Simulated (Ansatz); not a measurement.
Ca4RuN4: ¹⁴N nuclear quadrupole resonance

Cell: a Materials Project structure (computed, not necessarily an observed phase), taken as it stands.

Space group P-1 (No. 2); a = 6.0524, b = 6.0730, c = 8.6364 Å, α = 87.60°, β = 70.23°, γ = 69.38°.

| site | Wyckoff | site symmetry | x | y | z |
| --- | --- | --- | --- | --- | --- |
| Ca1 | 2i | 1 | 0.7349 | 0.7832 | 0.8455 |
| Ca3 | 2i | 1 | 0.1914 | 0.7274 | 0.0188 |
| Ca5 | 2i | 1 | 0.0595 | 0.7339 | 0.4312 |
| Ca7 | 2i | 1 | 0.5719 | 0.2096 | 0.3793 |
| Ru | 2i | 1 | 0.6147 | 0.7009 | 0.2432 |
| N11 | 2i | 1 | 0.3016 | 0.9821 | 0.3832 |
| N13 | 2i | 1 | 0.7314 | 0.9448 | 0.1099 |
| N15 | 2i | 1 | 0.4192 | 0.5212 | 0.2024 |
| N17 | 2i | 1 | 0.1715 | 0.5037 | 0.6616 |

One atom of each set is listed.

The numbers come from a DFT calculation in Ansatz (PBE, plane waves and PAW, scalar-relativistic, collinear spin, 420 eV cutoff, Γ-centred 6×6×4 k-points, Fermi–Dirac smearing 0.05 eV). Start moments as typed (μB): 2 on each Ru, none on the rest.

¹⁴N: I = 1, Q = 20.44 mb (year-2017 value). Static lattice, zero field.

Task: At which frequencies do the ¹⁴N NQR lines lie?

Result: For I = 1 the lines are ν± = (3/4)|C_Q|(1 ± η/3) and ν₀ = |C_Q|η/2.

```tsv
site	atoms	V_zz (10²¹ V/m²)	C_Q (MHz)	η	line frequencies (MHz)
N11	2	4.53	2.24	0.65	0.725, 1.32, 2.04
N13	2	-3.74	-1.85	0.34	0.313, 1.23, 1.54
N15	2	-3.82	-1.89	0.89	0.842, 0.994, 1.84
N17	2	1.19	0.588	0.89	0.261, 0.310, 0.571
```

At N11 V_zz points along its shortest bond, to Ru (within 4°).

The largest force is 0.3 eV/Å, so the atoms aren't at the calculated equilibrium and relaxing them would move these values. With no gap above 0.1 eV, as in a metal, the gradients converge slowly in k; expect changes of a tenth or more on a denser mesh. Without spin–orbit coupling (the program notes it for Ru) the gradients can shift somewhat, as the gap is small. Semilocal functionals make gaps too small and can close them, so the real compound need not be a metal. The start moments die out, and the run ends without spin.

The run took 6.5 min of wall time (13 min of CPU time) and 2.5 GiB at its peak, on 2 threads of Arm Neoverse V2 (aarch64; 8 cores open to the job, memory cap 5.0 GiB, no GPU), a shared host with a load of 0.4 a core.
